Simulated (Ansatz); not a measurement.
Level: PBE, no spin polarisation; 420 eV; 6×6×6 Γ-centred mesh; fermi-dirac occupations (width 0.1 eV); Ansatz 0.2.0, fixed geometry.

Computed maps in the lattice plane spanned by b (left to right, 6.98 Å, 21 points from zero) and c (bottom to top, 6.98 Å, 21 points from zero), 60° apart, at height 0.756 along a. The fields are smooth PAW ones with compensation charges, not the true ones near nuclei.

Valence density. Digits on a logarithmic scale: 0 up to 0.03 e/Å³, each further digit a factor of 1.6, 9 from 1.3 e/Å³ up:
```
456665432111233221123
457887642112355542112
367888864212468875211
357877885312479997521
247872787421369999742
135787788531258999852
113688888642135899853
101357887642013567653
101234566532101234432
112222344322222112221
234432222222344321111
345665321123566543211
357887642124678875422
467888864224688888643
457876886323588778864
457873687522478727875
446787788632358877886
544678888642236788886
544467777542113577776
444445565431001345655
445544443321111123344
```

Question: The cell is HfBr₆N₂. Which atoms lie within 0.2 Å of this plane, and where (fractions of b and c)?

Answer: Br at (0.24, 0.24), Br at (0.24, 0.76), Br at (0.76, 0.24), N at (0.75, 0.75). The whole cell:
```yaml
crystal:
  lattice:
    - [0.00000, 4.93780, 4.93780]
    - [4.93780, 0.00000, 4.93780]
    - [4.93780, 4.93780, 0.00000]
  atoms:
    - { symbol: Br, position: [0.75630, 0.24370, 0.24370] }
    - { symbol: Br, position: [0.24370, 0.75630, 0.24370] }
    - { symbol: Br, position: [0.24370, 0.75630, 0.75630] }
    - { symbol: Br, position: [0.75630, 0.24370, 0.75630] }
    - { symbol: Br, position: [0.24370, 0.24370, 0.75630] }
    - { symbol: Br, position: [0.75630, 0.75630, 0.24370] }
    - { symbol: Hf, position: [0.00000, 0.00000, 0.00000] }
    - { symbol: N, position: [0.25000, 0.25000, 0.25000] }
    - { symbol: N, position: [0.75000, 0.75000, 0.75000] }
```

Origin: a known structure type with other elements, at an estimated volume, so it need not be a known compound. Caveats: many states at the Fermi level without spin polarisation, so a magnetic state may lie lower; atoms or cell far from equilibrium.
